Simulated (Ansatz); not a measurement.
BN in space group R3m (No. 160; B on 3a, N on 3a), the program Ansatz at the LDA level (PAW). The conduction-band minimum lies at F, with 3 equivalent valleys. Second derivatives d²E/dk² of the lowest band at one valley (eV·Å²), along Cartesian directions:

```
direction  d²E/dk²
---------  -------
[100]        25.94
[010]        10.71
[001]        9.921
[110]        31.50
[101]        23.39
[011]        13.48
```

### Question
Find the principal effective masses, the density-of-states mass and the conductivity mass.

### Answer
Off-diagonal terms follow from H_xy = H[110] − (H_xx + H_yy)/2, and m*/mₑ = 7.620 eV·Å² over each eigenvalue: 0.22, 0.91, 2.5. One valley's DOS mass (m₁m₂m₃)^(1/3) = 0.79, conductivity mass 3/(Σ 1/mᵢ) = 0.49 mₑ.

### Question
What effective density of states Nc follows at 300 K for parabolic valleys?

### Answer
Nc = 2.509e19 × 3 × (0.79)^(3/2) ≈ 5.3e19 cm⁻³.

### Question
With the computed static dielectric constant 5.57 (mean of the diagonal), estimate a hydrogenic donor's binding energy and radius.

### Answer
E = 13.606 eV × 0.49/5.57² ≈ 210 meV; a = 0.529 Å × ε/m* ≈ 6.0 Å. Semilocal masses tend to be too small when the gap is underestimated.

The first step of the workflow began from a Materials Project structure, measured or hypothetical; the Crystallography Open Database copy checked does not list it. It is not the phase usual at ambient conditions (space group No. 186, 194, 216). The cell was relaxed with LDA under the symmetry of its start; its stability against distortions is not shown here. A crystal of weakly bound layers computed without a dispersion correction: the cell and the soft elastic constants depend strongly on that.

Potentials: the earlier of the program's two PAW sets. The files were generated under PBE; for other functionals the program regenerates the frozen cores, and for LDA and PBEsol the local potential too.
